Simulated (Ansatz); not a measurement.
**Ta5N6: a fit and a missing row**

Ta5N6, P6_3/mcm, a = 5.168 Å, c = 10.342 Å. The structure is a COD entry; whether it is the stable form wasn't checked. Ansatz: PBEsol, PAW, 420 eV, Γ-centred 12×12×4 mesh on 22 atoms, Gaussian smearing 0.10 eV; no spin polarisation. Shape and atoms are relaxed at each volume; pressure is positive in compression.

```tsv
V (Å³/atom)	P (GPa)
9.568	51.99
9.894	35.80
10.220	21.96
10.546	10.12
10.873	0.01
11.199	?
11.525	-16.01
11.960	-24.19
```

Q: Take V0 = 10.873 Å³/atom, count pressures from its P0 = 0.01 GPa, fit the third-order Birch–Murnaghan form to the other rows, and predict the missing pressure.

A: With the Eulerian strain f = ½[(V0/V)^(2/3) − 1] and y = (P − P0)/[3f(1 + 2f)^(5/2)], the form is the line y = B0 + 1.5 B0 (B0′ − 4) f. Rows (f, y): 0.04449, 314.7; 0.03246, 314.1; 0.02108, 313.0; 0.01028, 311.6; -0.01904, 309.0; -0.03077, 307.3. Means f = 0.009750, y = 311.62; Σ(Δf)² = 0.004322, ΣΔfΔy = 0.4294; the slope is their ratio. y = 310.6 + 99.36 f GPa, so B0 = 310.6 GPa and B0′ = 4 + 2 × (99.36)/(3 × 310.6) = 4.21. At V = 11.199, f = -0.00975, y = 309.63 and P = -8.61 GPa. The run gave -8.63 GPa, so the fit is 0.02 GPa too high, within the rms miss on the fitted rows (0.03 GPa).

Spin–orbit coupling is left out, which can shift energies with elements as heavy as these.

Cost: 8 runs of about 110 core-minutes in all, on AMD EPYC (Zen 3) (shared hosts).